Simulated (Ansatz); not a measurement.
ScIr₃, in the lowest of the structures calculated here: Pm-3m (No. 221), cP4, Cu3Au type; a = 3.8962 Å, b = 3.8962 Å, c = 3.8962 Å, α = 90.00°, β = 90.00°, γ = 90.00°; Sc 1a (0.000, 0.000, 0.000); Ir 3c (0.000, 0.500, 0.500). Method: PBEsol (plane waves to 420 eV, PAW, scalar-relativistic; Ansatz, a program for electronic structure). Element references, the lowest calculated here: Ir (Fm-3m), Sc (P6₃/mmc).

Task: Give the formation energy of this Pm-3m form of ScIr3 from the elements at the level PBEsol.

Result: -0.59 eV/atom.

Task: Is it stable against the other phases calculated?

Result: Yes: the most favourable decomposition, ScIr3 → Ir + ScIr2 (Ir Fm-3m, ScIr2 Fd-3m), costs 0.05 eV/atom.

Task: Over what range of chemical potentials is ScIr3 stable among the phases calculated here? Give the corners of its window as Δμ = μ − μ(element).

Result: 
```json
[
 {"in equilibrium with": "Ir", "Δμ(Ir) (eV)": "0.0", "Δμ(Sc) (eV)": "-2.4"},
 {"in equilibrium with": "ScIr", "Δμ(Ir) (eV)": "-0.2", "Δμ(Sc) (eV)": "-1.8"}
]
```

At every corner Σ nΔμ equals the formation energy, about -2.4 eV per formula unit; the corners carry the error of several atoms' energies, a few 0.01 eV.

This is the hull of the energies calculated here, no anion corrections; phases that were not calculated are missing from it. Values are rounded to 0.01 eV/atom. Spin-orbit coupling is missing from these energies, which matters for elements this heavy. The compounds carry no spin polarisation.
